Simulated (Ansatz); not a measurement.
**Two states of CuSnF6**

```xyz
8
Lattice="5.5424 0.0000 0.0000 -2.2805 4.6082 0.0000 -0.2331 -3.0912 4.2997" Properties=species:S:1:pos:R:3 pbc="T T T"
F     3.6737   -2.1487    3.7451
F    -0.6448    3.6656    0.5547
F     2.0251    3.2145    1.1437
F     1.0038   -1.6976    3.1560
Sn    2.6547   -1.5456    2.1499
Cu    0.0000    0.0000    0.0000
F     0.1674    1.1650    1.5651
F     2.8615    0.3519    2.7346
```

Single point in Ansatz 0.2.0 with r2SCAN. Cutoff 500 eV, PAW datasets, 4×5×4 (shifted by 0, 0.5, 0.5 steps) k mesh, methfessel-paxton filling (width 0.0179 eV).

State A: no moments (collinear spin). State B: Cu6 up (collinear spin).

Q: Compare the two self-consistent states.

A: State B is lower by 83.1 meV an atom at zero smearing.

```json
{"state": "A", "free energy (meV/atom)": "83.1", "largest moment in a small sphere (μB)": "0.00", "net moment (μB/cell)": "0.00", "gap on mesh (eV)": "metal", "pressure (GPa)": "-1.1", "largest force (eV/Å)": "0.32"}
{"state": "B", "free energy (meV/atom)": "0.0", "largest moment in a small sphere (μB)": "0.81", "net moment (μB/cell)": "1.00", "gap on mesh (eV)": "0.85", "pressure (GPa)": "-1.3", "largest force (eV/Å)": "0.37"}
```

Origin: a database entry at a rescaled volume. Caveats: an odd or shifted mesh can miss the band edges, so this level's true gap may be smaller; no spin-orbit coupling, which can shift this gap by tenths of an eV; the input typed no starting moments; the Fermi level lies in a narrow band between gaps, which spin or distortion may split; an odd electron count with no moments left, so an order that this cell can't hold may lie lower; the k mesh is coarse if the cell is a metal.
